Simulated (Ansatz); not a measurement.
Input:

Be$_{2}$C (fluorite or antifluorite type, Fm-3m), a = b = c = 4.3100 Å, α = β = γ = 90.00°; the cell used has 3 atoms.

This is the PBEsol-relaxed structure.

Problem. All from DFT-PBEsol in the program Ansatz with PAW potentials, unless another level is named. Give the electronic dielectric constant ε∞ (DFPT).

Solution. 6.98.

Problem. And the Born charges (a third of the trace)?

Solution. Be +1.53, C -3.05 e.

The cell was relaxed with PBEsol under the symmetry of its start.

Potentials: the earlier of the program's two PAW sets. The files were generated under PBE; for other functionals the program regenerates the frozen cores, and for LDA and PBEsol the local potential too.
